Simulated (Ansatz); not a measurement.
SnSe: a vibration from a frozen displacement

The calculation used DFT r2SCAN, scalar-relativistic, plane waves, PAW (Ansatz). The runs took a 500 eV cutoff, a Γ-centred 6×6×6 mesh and Gaussian smearing (0.05 eV). No spin polarisation. Energies are free energies at this smearing, counted from the undisturbed cell; pressure is positive in compression.

The undisturbed cell (relaxed at this level; this rock-salt form isn't the usual structure):

```xyz
8
Lattice="6.0200 0.0000 0.0000 0.0000 -6.0200 0.0000 0.0000 0.0000 -6.0200" Properties=species:S:1:pos:R:3 pbc="T T T"
Sn    0.0000   -3.0100   -3.0100
Sn    3.0100    0.0000   -3.0100
Sn    3.0100   -3.0100    0.0000
Sn    0.0000    0.0000    0.0000
Se    3.0100    0.0000    0.0000
Se    0.0000   -3.0100    0.0000
Se    0.0000    0.0000   -3.0100
Se    3.0100   -3.0100   -3.0100
```

Atom 5 (Se) is moved by x along the Cartesian unit vector (0.000, 0.000, 1.000); the cell and all other atoms stay fixed. The cell's volume is 218.17 Å³; the moved atoms weigh 78.971 u together and the others 711.753 u.

```
  x (Å)  ΔE (meV/cell) total force on the moved atoms along the move (eV/Å) pressure (GPa)
-0.1000           2.03                                                0.0479         -0.0051
-0.0600           0.65                                                0.0231         -0.0324
-0.0200           0.07                                                0.0068         -0.0460
 0.0000           0.00                                                0.0000         -0.0477
 0.0400           0.28                                               -0.0142         -0.0409
 0.0800           1.21                                               -0.0341         -0.0205
```

Problem. What frequency belongs to this motion?

Solution. The force constant is k = −dF/dx = 0.345 eV/Å², from the parabola through x = -0.0200, 0 and 0.0400. In every cell the moved atoms swing against the rest, so the mass is μ = m₁m₂/(m₁ + m₂) = 71.084 u, and ν̃ = 521.5 cm⁻¹ × √(|k|/μ) = 36 cm⁻¹. The pattern needn't be a normal mode: ν̃² is then a weighted mean of the squared nonzero frequencies at the zone centre of this cell, taken without macroscopic field, so it lies between the lowest and the highest of them.

Problem. How far does the harmonic law reach?

Solution. At x = -0.100 Å, kx²/2 = 1.73 meV against the computed 2.03 meV (+17.7 %): the well stiffens in this direction at large amplitude.

Cost: 6 runs of about 8 core-minutes in all, on Intel Xeon Platinum 8259CL (Skylake/Cascade Lake) (shared hosts).